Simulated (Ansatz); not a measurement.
# Al: opening a crack plane

Al, P6_3/mmc, a = 2.822 Å, c = 9.262 Å. This isn't the element's structure at ambient conditions. Ansatz: r2SCAN, PAW, 500 eV, Γ-centred 19×19×3 mesh on 8 atoms, Gaussian smearing 0.15 eV; no spin polarisation. One cut on (001) per cell of 8 atoms is opened rigidly by x, between planes of Al and Al that stand 2.32 Å apart; y is the energy per area (6.898 Å², 1 eV/Å² = 16.02 J/m²).

```
x (Å) y (J/m²)
 0.00     0.000
 0.25         ?
 0.50     0.478
 1.00     1.064
 2.00     1.580
 3.00     1.751
 6.00     1.819
```

Fit the universal binding curve y = W[1 − (1 + x/l) e^(−x/l)] to the other rows, give the peak stress, and predict the missing value.

Least squares gives W = 1.79 J/m² and l = 0.507 Å. The stress dy/dx peaks at x = l with W/(e l) = 13.0 GPa, for rigid faces. The last row already stands above W and still climbs, so W understates the work of separation. At x = 0.25: x/l = 0.493, y = 0.158 J/m². The run gave 0.157 J/m², so the fit is 0.001 J/m² too high, within the rms miss on the fitted rows (0.024 J/m²).

Cost: 8 runs of about 6.6 core-minutes in all, on Intel Xeon Platinum 8259CL (Skylake/Cascade Lake) (shared hosts).